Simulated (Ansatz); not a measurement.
AlCo:
```
CELL_PARAMETERS angstrom
      2.82210     0.00000     0.00000
      0.00000     2.82210     0.00000
      0.00000     0.00000     2.82210
ATOMIC_POSITIONS crystal
  Al 0.00000 0.00000 0.00000
  Co 0.50000 0.50000 0.50000
```

Relaxed with r²SCAN.

Question: Map the valence electron density (e/Å³), cut off at 1 on the plane through (0.000, 0.000, 0.000) spanned by u = [1, 0, 0] and v = [0, 1, 1] in lattice vectors, from r²SCAN (plane waves, PAW; program Ansatz).

Answer: x is the fraction of u, y of v (the angle between them is 90°; rows are the nearest grid lines); atoms in the plane: Al at (0.00, 0.00), Co at (0.50, 0.50).
```
|00001122222110000|
|00001122222110000|
|00011222222211000|
|01112222222221110|
|11222222222222211|
|22222334443322222|
|22233579997533222|
|22235999999953222|
|22349999999994322|
|22359999999995322|
|22359999999995322|
|22359999999995322|
|22349999999994322|
|22235999999953222|
|22233579997533222|
|22222334443322222|
|11222222222222211|
|01112222222221110|
|00011222222211000|
|00001122222110000|
|00001122222110000|
```
Scale: ten equal steps from 0.047 (start of '0') to 1.00 (end of '9'), in the order '0123456789'; x runs from 0.000 to 1.00, y from 0.000 (bottom) to 1.00 (top).

The density is the valence pseudo-density with augmentation charge, so density and ELF within about 1 Å of a nucleus are not all-electron values.

Space group Pm-3m (CsCl type). The cell was relaxed with r²SCAN under the symmetry of its start. No spin polarisation was allowed.

Potentials: the earlier of the program's two PAW sets.
